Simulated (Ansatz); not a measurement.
**Kick test of a cell of Zr₅TiC₆**

The cell was found from a structure generator's guess, not taken from experiment.

Method: DFT PBE, scalar-relativistic, plane waves, PAW in Ansatz 0.2.0. Cutoff 420 eV; k points 12×12×4 on the computed 12-atom cell (Γ-centred); Gaussian smearing, width 0.10 eV; no spin polarisation.

The cell below (12 atoms, space group P4/mmm (No. 123)) is relaxed within its symmetry.

```
Zr Ti C
1.0
     3.29785    0.00000    0.00000
     0.00000    3.29785    0.00000
     0.00000    0.00000   13.93637
Zr Ti C
5 1 6
Cartesian
  0.0000 0.0000 2.3649
  1.6489 1.6489 4.7300
  1.6489 1.6489 9.2064
  0.0000 0.0000 11.5714
  1.6489 1.6489 0.0000
  0.0000 0.0000 6.9682
  0.0000 0.0000 0.0000
  1.6489 1.6489 2.3578
  0.0000 0.0000 4.7564
  1.6489 1.6489 6.9682
  0.0000 0.0000 9.1799
  1.6489 1.6489 11.5786
```

For the test it was strained at random (σ = 1.5 % a component), the atoms were moved at random (σ = 0.05 Å), and all was relaxed again on a coarse 6×6×2 mesh (in the run’s order of axes) with 0.20 eV smearing, with no symmetry imposed.

Q: Is the structure stable against such a distortion?

A: It returns, within 1 meV/atom of the unmoved cell on that mesh and with the same symmetry when read at 0.1 Å. No instability shows in this cell; modes of other wave vectors, which need another repeat, aren't tested.
